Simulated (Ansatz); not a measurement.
**Cr₂O₃, several self-consistent solutions**

```xyz
10
Lattice="2.4785 1.4310 4.5308 -2.4785 1.4310 4.5308 0.0000 -2.8619 4.5308" Properties=species:S:1:pos:R:3 pbc="T T T"
Cr    0.0000    0.0000    4.7231
Cr    0.0000    0.0000    2.0731
Cr    0.0000    0.0000    8.8692
Cr    0.0000    0.0000   11.5192
O    -0.9626    1.4310    7.9288
O    -0.7579   -1.5492    7.9288
O     1.7206    0.1182    7.9288
O     0.9626   -1.4310    5.6635
O     0.7579    1.5492    5.6635
O    -1.7206   -0.1182    5.6635
```

Method: PBE in Ansatz 0.2.0, PAW datasets, plane waves to 420 eV, 5×5×5 Γ-centred mesh, fermi-dirac occupations of width 0.050 eV. The atoms are fixed and numbered as listed; spin is collinear, without spin-orbit coupling.

Different starts of the self-consistent cycle ended in different solutions. Their moments in μB:

```tsv
state	Cr1	Cr2	Cr3	Cr4	other atoms together	size of the net moment a cell
A	2.24	-2.24	-2.24	2.24	0.00	0.00
B	2.22	-2.22	2.22	-2.22	0.00	0.00
C	2.32	2.33	2.31	-2.12	0.03	6.00
D	0.00	0.00	0.00	0.00	0.00	0.00
E	2.41	2.41	2.41	2.41	0.10	12.00
F	2.24	2.24	-2.24	-2.24	0.00	0.00
```

Site moments are taken in small spheres that don't touch (radius about 0.4 of the atom's shortest bond), so those of the magnetic atoms read low, and they needn't add up to the net moment. State D was run without spin polarisation.

Q: What is the order in energy at zero smearing?

A: State A (antiparallel, compensated) is lowest; F (antiparallel, compensated) lies 25 meV above it, C (antiparallel, not compensated) lies 31 meV above it, B (antiparallel, compensated) lies 47 meV above it, E (parallel moments) lies 57 meV above it, D (without moments) lies 434 meV above it, all counted an atom of the cell.

Q: How much does the cell gain by forming moments?

A: 434 meV an atom of the cell, or 1085 meV for each Cr atom, against state D, which has none. A run without spin would miss this and give wrong energies and forces. That state isn't the paramagnet, which keeps its moments, so this is no ordering energy.

Of 5 runs begun from atoms with typed moments, each in a different pattern, 1 ended in state A: one start isn't enough to call a state the ground state.

The cell is that of a Crystallography Open Database entry, unchanged.

Caveats: only orders that fit this cell and collinear spins were tried, so the true order may need a larger cell or canted moments; atoms and cell are not relaxed, and each state would relax in its own way; semilocal functionals without U often misplace the states of 3d oxides, halides and chalcogenides; the k mesh is coarse, so differences of a few meV are uncertain where a state is a metal; one start a pattern, so a lower state of the same pattern may exist.
